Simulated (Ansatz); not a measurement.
# MnCoO$_{2}$, a known structure type with other elements, at an estimated volume

```
CELL_PARAMETERS angstrom
1.42511 2.46836 0.00000
-1.42511 2.46836 0.00000
0.00000 -1.64557 5.97093
ATOMIC_POSITIONS crystal
Mn 0.00000 0.00000 0.00000
Co 0.50000 0.50000 0.50000
O 0.11215 0.11215 0.33645
O 0.88785 0.88785 0.66355
```

The numbers come from plane-wave PAW DFT (Ansatz): PBE, spin-orbit coupling, 420 eV, 7×7×7 Γ-centred k points, fermi-dirac occupations (width 0.1 eV). Nothing was relaxed.

Magnetic state (reached from a saved solution, and it need not be the lowest): Mn1 along (0.00, -1.00, 0.06).

(1) Where is the largest force?

(2) Is the cell too large or too small?

(3) Give the spin moments.

(4) Metal or insulator?

(5) How is the charge shared?

Origin: a known structure type with other elements, at an estimated volume, so it need not be a known compound. Caveats: semilocal functionals often miss the gap of such magnets; the k mesh is coarse if the cell is a metal; the SCF threshold is loose for a stress.

Results:

(1) The largest is on O3 (and as large on other atoms): 0.94 eV/Å, components (0.00, 0.00, -0.94). It makes 121° with the line to a nearest neighbour, Co2 at 1.91 Å.

(2) The pressure is -0.7 GPa (compression positive), so with the atoms held at these fractions the cell would first shrink; the forces are large, so a full relaxation may end otherwise. The principal stresses -12.0, 4.9, 4.9 GPa differ, so its shape would change too.

(3) Mn1 3.70 μB of spin moment in Bader basins; net size 3.83 μB a cell.

(4) It is a metal, with about 1.6 states/eV a cell as the mean within 0.25 eV of the Fermi level, mostly Mn d (60 %) and Co d (21 %).

(5) Bader charges in e: Mn +0.66, Co +1.35, O -1.01. In the mean Co gives up most and O takes most.
